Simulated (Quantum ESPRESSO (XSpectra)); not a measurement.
Quantum ESPRESSO (XSpectra) run for X-ray absorption at the Ge K edge of Ge (P4₃2₁2). Geometry: Materials Project entry mp-137 (a computed structure). The cell is the entry's, not relaxed again. The ground-state test found a gap, so occupations are fixed and the excited electron is left out (charged cell on a uniform background); energies count from the highest occupied level. pw.x input:

```
&CONTROL
  calculation = 'scf'
  prefix = 'x'
  pseudo_dir = './pseudo'
  outdir = './out'
/
&SYSTEM
  ibrav = 0
  nat = 24
  ntyp = 2
  ecutwfc = 35
  tot_charge = 1
  occupations = 'fixed'
/
&ELECTRONS
  conv_thr = 2.4e-07
  mixing_beta = 0.4
/
ATOMIC_SPECIES
Geh 72.630 Ge.lda-tm-gipaw-star1s.UPF
Ge 72.630 Ge.lda-tm-gipaw.UPF
CELL_PARAMETERS angstrom
   0.000000000    0.000000000   -7.080650000
  -5.937210000   -5.937210000    0.000000000
  -5.937210000    5.937210000    0.000000000
ATOMIC_POSITIONS crystal
Geh    0.000000000    0.414400000    0.500000000
Ge     0.000000000    0.914400000    0.000000000
Ge     0.250000000    1.000000000    0.585600000
Ge     0.250000000    0.500000000    0.085600000
Ge     0.500000000    0.585600000    0.500000000
Ge     0.500000000    0.085600000    1.000000000
Ge     0.750000000    1.000000000    0.414400000
Ge     0.750000000    0.500000000    0.914400000
Ge     0.754560000    0.229230000    0.601330000
Ge     0.754560000    0.729230000    0.101330000
Ge     0.004560000    0.101330000    0.770770000
Ge     0.004560000    0.601330000    0.270770000
Ge     0.254560000    0.770770000    0.398670000
Ge     0.254560000    0.270770000    0.898670000
Ge     0.504560000    0.898670000    0.229230000
Ge     0.504560000    0.398670000    0.729230000
Ge     0.995440000    0.101330000    0.229230000
Ge     0.995440000    0.601330000    0.729230000
Ge     0.745440000    0.770770000    0.601330000
Ge     0.745440000    0.270770000    0.101330000
Ge     0.495440000    0.898670000    0.770770000
Ge     0.495440000    0.398670000    0.270770000
Ge     0.245440000    0.229230000    0.398670000
Ge     0.245440000    0.729230000    0.898670000
K_POINTS automatic
2 2 2 0 0 0
```

xspectra.x input:

```
&input_xspectra
  calculation = 'xanes_dipole'
  edge = 'K'
  prefix = 'x'
  outdir = './out'
  xonly_plot = .false.
  xiabs = 1
  xcoordcrys = .false.
  xepsilon(1) = 1.0
  xepsilon(2) = 0.0
  xepsilon(3) = 0.0
  xniter = 1500
  xcheck_conv = 50
  xerror = 0.002
  x_save_file = 'x0.sav'
/
&plot
  xnepoint = 451
  xemin = -5.0
  xemax = 40.0
  xgamma = 1.5
  terminator = .true.
  cut_occ_states = .true.
/
&pseudos
  filecore = 'core.wfc'
/
&cut_occ
  cut_desmooth = 0.1
  cut_stepl = 0.01
  cut_ierror = 1e-6
/
3 2 2 1 1 1
```

End of the pw.x output:

```
    -3.7005  -3.5864  -2.8456  -2.5161  -2.4323  -2.3844  -1.7001  -1.6476
    -1.2779  -0.9928  -0.5636  -0.2671   0.8062   0.8581   0.9232   0.9597
     1.6186   1.6777   2.1433   2.2297   2.9124   3.0326   3.0781   3.3674
     3.4361   3.6006   3.7754   3.8975   3.9875   4.1127   4.1426   4.1441
     4.5212   4.8817   5.0613   5.2107   5.2273   5.2573   5.5809   5.6598

          k =-0.2981-0.2981-0.5000 ( 11776 PWs)   bands (ev):

    -6.4412  -5.5707  -5.5404  -5.5116  -4.4087  -4.0199  -3.9695  -3.9614
    -3.5818  -3.3521  -3.2565  -3.2541  -2.1212  -1.9647  -1.8976  -1.8414
    -0.4715  -0.2676  -0.2173  -0.1945   0.6547   0.7770   0.8529   0.8817
     2.1818   2.3482   2.4615   2.5255   2.8569   2.9378   2.9786   3.0744
     3.3349   3.3777   3.3858   3.4390   3.9583   4.1917   4.3109   4.3224
     4.4602   4.5737   4.5949   4.6100   4.9378   5.1312   5.2246   5.2260

     highest occupied level (ev):     5.7210

!    total energy              =    -800.39880636 Ry
     estimated scf accuracy    <       0.00000023 Ry

     The total energy is the sum of the following terms:
     one-electron contribution =      71.87313368 Ry
     hartree contribution      =      10.02664344 Ry
     xc contribution           =    -674.00774645 Ry
     ewald contribution        =    -208.29083702 Ry

     convergence has been achieved in  30 iterations

     XML data file, charge density, pseudopotentials, collected wavefunctions
```

xspectra.x output, shortened:

```
... Begin STEP 1 ...

        Radial transition matrix element(s) used in the calculation of the
        initial vector of the Lanczos basis (|tilde{phi}_abs> normalized)
        | For PAW proj. (l=1) #1: radial matrix element =   0.003719043
        | For PAW proj. (l=1) #2: radial matrix element =   0.004609486

NB: the     3 k-point are not all listed below because npool=  4
        |-------------------------------------------------------------
        ! k-point #     1:  (-0.2981,  0.0000, -0.1667),  0.1667,   1
        |-------------------------------------------------------------
 okvan= F
        |   Norm of the initial Lanczos vector: 0.29601715E-02
        !   => CONVERGED at iter    350 with error=  0.00135021
        |-------------------------------------------------------------
        ! k-point #     2:  (-0.5963,  0.2981, -0.1667),  0.1667,   1
        |-------------------------------------------------------------
 okvan= F
        |   Norm of the initial Lanczos vector: 0.29601740E-02
        !   => CONVERGED at iter    350 with error=  0.00135831
        |-------------------------------------------------------------
        ! k-point #     3:  (-0.5963, -0.2981, -0.1667),  0.1667,   1
        |-------------------------------------------------------------
 okvan= F
        |   Norm of the initial Lanczos vector: 0.29601740E-02
        !   => CONVERGED at iter    350 with error=  0.00132765

     Results of STEP 1 successfully written in x_save_file
     x_save_
        ...
... Begin STEP 2 ...

     The spectrum is calculated using the following parameters:
        energy-zero of the spectrum [eV]:    5.7210
        the occupied states are elimintate from the spectrum
        xemin [eV]:  -5.00
        xemax [eV]:  40.00
        xnepoint:  451
        constant broadening parameter [eV]:    1.500
        Core level energy [eV]: -0.1110E+05
         (from electron binding energy of neutral atoms in X-ray data booklet)

     Cross-section successfully written in xanes.dat

     ... End STEP 2 ...

     xanes        :      5.98s CPU      6.03s WALL (       1 calls)

     -------------------------------------------------------------------------
                                END JOB XSpectra
     -------------------------------------------------------------------------
```

xanes.dat for the field along x, every fifth line (energy in eV, cross section):

```
   -5.000   7.5980e-05
   -4.500   8.4200e-05
   -4.000   9.4070e-05
   -3.500   1.0610e-04
   -3.000   1.2100e-04
   -2.500   1.3980e-04
   -2.000   1.6410e-04
   -1.500   1.9640e-04
   -1.000   2.4030e-04
   -0.500   3.0150e-04
    0.000   3.8640e-04
    0.500   4.9890e-04
    1.000   6.2560e-04
    1.500   7.4190e-04
    2.000   8.4190e-04
    2.500   9.3170e-04
    3.000   9.9980e-04
    3.500   1.0390e-03
    4.000   1.0610e-03
    4.500   1.0780e-03
    5.000   1.0870e-03
    5.500   1.0840e-03
    6.000   1.0660e-03
    6.500   1.0310e-03
    7.000   9.8720e-04
    7.500   9.3790e-04
    8.000   8.8420e-04
    8.500   8.3740e-04
    9.000   8.0820e-04
    9.500   7.9840e-04
   10.000   8.0690e-04
   10.500   8.3050e-04
   11.000   8.5510e-04
   11.500   8.6850e-04
   12.000   8.6960e-04
   12.500   8.6360e-04
   13.000   8.4940e-04
   13.500   8.2990e-04
   14.000   8.0310e-04
   14.500   7.7850e-04
   15.000   7.6360e-04
   15.500   7.4900e-04
   16.000   7.2400e-04
   16.500   6.8630e-04
   17.000   6.4580e-04
   17.500   6.1020e-04
   18.000   5.8890e-04
   18.500   5.8330e-04
   19.000   5.8290e-04
   19.500   5.8280e-04
   20.000   5.8090e-04
   20.500   5.8180e-04
   21.000   5.9110e-04
   21.500   6.0520e-04
   22.000   6.2210e-04
   22.500   6.3490e-04
   23.000   6.3720e-04
   23.500   6.3440e-04
   24.000   6.2740e-04
   24.500   6.1860e-04
   25.000   6.1300e-04
   25.500   6.0940e-04
   26.000   6.1000e-04
   26.500   6.1370e-04
   27.000   6.1680e-04
   27.500   6.2360e-04
   28.000   6.3140e-04
   28.500   6.3170e-04
   29.000   6.2860e-04
   29.500   6.2470e-04
   30.000   6.1750e-04
   30.500   6.0640e-04
   31.000   5.8710e-04
   31.500   5.6260e-04
   32.000   5.4560e-04
   32.500   5.4010e-04
   33.000   5.4180e-04
   33.500   5.4980e-04
   34.000   5.6190e-04
   34.500   5.7200e-04
   35.000   5.7950e-04
   35.500   5.8340e-04
   36.000   5.7750e-04
   36.500   5.6460e-04
   37.000   5.5120e-04
   37.500   5.3660e-04
   38.000   5.2020e-04
   38.500   5.0570e-04
   39.000   4.9730e-04
   39.500   4.9830e-04
   40.000   5.1060e-04
```
